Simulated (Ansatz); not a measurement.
Ta₄C₃: random displacements

Level of theory: DFT PBEsol, scalar-relativistic, plane waves, PAW in Ansatz 0.2.0. Cutoff 420 eV, Γ-centred 10×10×10 k-points, Gaussian smearing of 0.15 eV. Spin–orbit coupling is left out, which can shift energies with elements as heavy as these. No spin polarisation. Energies are free energies at this smearing, counted from the undisturbed cell; pressure is positive in compression.

The undisturbed cell (relaxed at this level; it needn't be the usual structure):

```yaml
crystal:
  lattice:
    - [4.40260, 0.00000, 0.00000]
    - [0.00000, 4.40260, 0.00000]
    - [0.00000, 0.00000, 4.40260]
  atoms:
    - { symbol: Ta, position: [0.00000, 0.50000, 0.50000] }
    - { symbol: Ta, position: [0.50000, 0.00000, 0.50000] }
    - { symbol: Ta, position: [0.50000, 0.50000, 0.00000] }
    - { symbol: Ta, position: [0.00000, 0.00000, 0.00000] }
    - { symbol: C, position: [0.50000, 0.00000, 0.00000] }
    - { symbol: C, position: [0.00000, 0.50000, 0.00000] }
    - { symbol: C, position: [0.00000, 0.00000, 0.50000] }
```

After a displacement of all atoms with no net shift and a strain of the cell, the run gives ΔE = 200.1 meV/atom; stress (xx, yy, zz, yz, xz, xy; compression positive) (15.47, 5.74, 2.45, 1.22, -3.48, 0.12) GPa.

```csv
atom,Fx (eV/Å),Fy,Fz
Ta1,0.550,0.540,-2.733
Ta2,-0.136,0.351,0.282
Ta3,-1.282,1.261,0.515
Ta4,5.902,0.350,1.120
C5,-4.439,0.074,0.939
C6,-0.618,-1.594,-0.842
C7,0.023,-0.982,0.719
```

(1) Which displacements (Å, in the unstrained cell) and strain were applied?

## Answers

(1)
```csv
atom,ux,uy,uz
Ta1,-0.01,0.00,0.17
Ta2,-0.02,-0.04,-0.05
Ta3,0.06,-0.08,-0.05
Ta4,-0.20,0.01,-0.07
C5,0.11,-0.06,-0.09
C6,0.07,0.10,0.15
C7,-0.01,0.06,-0.06
```
Strain (Voigt, engineering shear): (0.0012, -0.0008, -0.0034, -0.0125, 0.0152, -0.0127).

Cost: 1 run of about 1.3 core-minutes, on Oxide Virtual Turin-like Processor (Zen 5) (shared hosts).